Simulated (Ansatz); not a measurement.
Relaxed-ion elastic tensor of InMo2N in space group P6_3/mmc (No. 194; In on 2d, Mo on 4f, N on 2a) in GPa (Voigt order), plane-wave PAW PBEsol (Ansatz code); density 9.19 g/cm³, 14.49 Å³ per atom.

```tsv
	1	2	3	4	5	6
1	162	202	141	0.0	0.0	0.0
2	202	162	141	0.0	0.0	0.0
3	141	141	292	0.0	0.0	0.0
4	0.0	0.0	0.0	76.7	0.0	0.0
5	0.0	0.0	0.0	0.0	76.7	0.0
6	0.0	0.0	0.0	0.0	0.0	-20.1
```

Q: Is the crystal mechanically stable?

A: No: the smallest eigenvalue of C is -40.1 GPa.

The start of the workflow was typed in or built on a structure type; neither database checked (COD, Materials Project) lists it. Whether it is the stable phase at ambient conditions was not checked. The PBEsol relaxation kept the symmetry of its start. At this level the phase is mechanically unstable. The workflow began spin-polarised and lost its moments. As this level gives no gap, shear constants depend on the k-mesh and smearing (Fermi–Dirac, 0.1 eV here).

Potentials: the later of the program's two PAW sets.
